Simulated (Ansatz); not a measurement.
Does relaxation matter for the field gradients of ZnS with phosphorus replacing S?

Start: a supercell of ZnS (space group P6_3mc) built from a computed structure from the Materials Project (it need not be an observed phase), with all atoms left at the host's positions.

Space group P31m (No. 157); a = 6.5945, c = 31.1424 Å, γ = 120.00°.

```
site  Wyckoff  site symmetry       x       y       z
 Zn1       1a            3.m  0.0000  0.0000  0.2000
 Zn2       2b            3..  0.3333  0.6667  0.2000
 Zn4       3c            ..m  0.6667  0.0000  0.8000
 Zn7       1a            3.m  0.0000  0.0000  0.9000
 Zn8       2b            3..  0.3333  0.6667  0.9000
Zn10       3c            ..m  0.0000  0.3333  0.7000
Zn13       3c            ..m  0.0000  0.3333  0.1000
Zn16       1a            3.m  0.0000  0.0000  0.6000
Zn17       2b            3..  0.3333  0.6667  0.6000
Zn19       3c            ..m  0.6667  0.0000  0.0001
Zn22       3c            ..m  0.0000  0.3333  0.4000
Zn25       3c            ..m  0.6667  0.0000  0.3000
Zn28       3c            ..m  0.6667  0.0000  0.5001
 S31       1a            3.m  0.0000  0.0000  0.2749
 S32       2b            3..  0.3333  0.6667  0.2749
 S34       3c            ..m  0.6667  0.0000  0.0750
   P       1a            3.m  0.0000  0.0000  0.6750
 S38       2b            3..  0.3333  0.6667  0.6750
 S40       3c            ..m  0.6667  0.0000  0.8749
 S43       3c            ..m  0.0000  0.3333  0.7749
 S46       3c            ..m  0.6667  0.0000  0.5750
 S49       3c            ..m  0.0000  0.3333  0.1750
 S52       3c            ..m  0.0000  0.3333  0.4751
 S55       1a            3.m  0.0000  0.0000  0.9751
 S56       2b            3..  0.3333  0.6667  0.9751
 S58       3c            ..m  0.6667  0.0000  0.3749
```

One atom of each set is listed.

Computed with Ansatz: DFT, PBE, plane waves and PAW, scalar-relativistic, 420 eV cutoff, Γ-centred 3×3×1 k-points, Fermi–Dirac smearing 0.01 eV, cell charge -1.

The largest force at the start is 0.87 eV/Å. Relaxing the ions at fixed cell moves them by 0.104 Å at most (atom 16, Zn) and 0.032 Å rms.

```json
{"site": "Zn4", "moved (Å)": "0.046", "first shell before": "4 S at 2.33 Å", "first shell after": "4 S at 2.31–2.40 Å", "V_zz before (10²¹ V/m²)": "1.53", "η before": "0.18"}
{"site": "Zn7", "moved (Å)": "0.020", "first shell before": "4 S at 2.33–2.34 Å", "first shell after": "4 S at 2.32–2.38 Å", "V_zz before (10²¹ V/m²)": "0.93", "η before": "0.00"}
{"site": "Zn8", "moved (Å)": "0.034", "first shell before": "4 S at 2.33–2.34 Å", "first shell after": "4 S at 2.32–2.38 Å", "V_zz before (10²¹ V/m²)": "0.91", "η before": "0.00"}
{"site": "Zn10", "moved (Å)": "0.074", "first shell before": "3 S at 2.33 Å, 1 P at 2.33 Å", "first shell after": "1 P at 2.26 Å, 3 S at 2.33–2.42 Å", "V_zz before (10²¹ V/m²)": "-4.04", "η before": "0.36"}
{"site": "Zn16", "moved (Å)": "0.104", "first shell before": "3 S at 2.33 Å, 1 P at 2.33 Å", "first shell after": "1 P at 2.26 Å, 3 S at 2.38 Å", "V_zz before (10²¹ V/m²)": "-4.50", "η before": "0.00"}
{"site": "Zn17", "moved (Å)": "0.054", "first shell before": "4 S at 2.33 Å", "first shell after": "4 S at 2.31–2.35 Å", "V_zz before (10²¹ V/m²)": "-0.81", "η before": "0.00"}
{"site": "Zn22", "moved (Å)": "0.023", "first shell before": "4 S at 2.33–2.34 Å", "first shell after": "4 S at 2.30–2.35 Å", "V_zz before (10²¹ V/m²)": "-1.13", "η before": "0.01"}
{"site": "Zn28", "moved (Å)": "0.044", "first shell before": "4 S at 2.33 Å", "first shell after": "4 S at 2.28–2.35 Å", "V_zz before (10²¹ V/m²)": "-1.41", "η before": "0.07"}
{"site": "P", "moved (Å)": "0.034", "first shell before": "4 Zn at 2.33 Å", "first shell after": "4 Zn at 2.26 Å", "V_zz before (10²¹ V/m²)": "0.33", "η before": "0.00"}
{"site": "S38", "moved (Å)": "0.027", "first shell before": "4 Zn at 2.33 Å", "first shell after": "4 Zn at 2.31–2.33 Å", "V_zz before (10²¹ V/m²)": "2.20", "η before": "0.00"}
```

Question: What are V_zz and η after the relaxation?

Answer: 

| site | V_zz after | η after | change of V_zz |
| --- | --- | --- | --- |
| Zn4 | 3.19 | 0.03 | +1.66 |
| Zn7 | 2.05 | 0.00 | +1.12 |
| Zn8 | 2.21 | 0.00 | +1.30 |
| Zn10 | -6.08 | 0.67 | -2.04 |
| Zn16 | -6.24 | 0.00 | -1.74 |
| Zn17 | -1.91 | 0.00 | -1.10 |
| Zn22 | -2.16 | 0.02 | -1.03 |
| Zn28 | -2.74 | 0.14 | -1.33 |
| P | 1.20 | 0.00 | +0.87 |
| S38 | 2.52 | 0.00 | +0.32 |

The largest change of V_zz is on Zn10, from -4.04 to -6.08. Small gradients that grow severalfold: P (0.33 to 1.20). In per cent, |V_zz| changes by +39 to +51 on Zn, +15 on S (all sites that start above 2). Where |V_zz| stays above 0.1, η moves most on Zn10, from 0.36 to 0.67. The table leaves out 16 of the 26 sites, with |V_zz| up to 2.32; their tensors move by 0.80 at most along any direction. The statements above cover all sites. The electronic state changes along with the positions (a gap opens), so the changes aren't those of geometry alone. The host's own positions weren't relaxed first, so part of the change far from the defect can be the host's relaxation.

The defect repeats with the cell of 60 atoms, so it feels its images: sites between two images don't show the values beside a lone defect, and zeros or small values of η there can come from the images' arrangement. S and Zn carry a gradient in the pure host already, so the values there aren't the defect's effect alone. A uniform background compensates the cell's charge.
Before: The run isn't spin-polarised, and a state with spin may lie lower. The defect cell has no gap above 0.1 eV on its mesh, so the values can hang on the smearing and the k-mesh. The neighbours have not yet relaxed around the defect (largest force 0.87 eV/Å), so a real crystal will differ.
After: The relaxation keeps the site symmetry 3m of the start, so the impurity can move only along its axis; a start off the site could end lower. With a gap of 0.4 eV on this mesh, small gradients can still move by 0.1 × 10²¹ V/m² or more as the k-mesh gets denser.
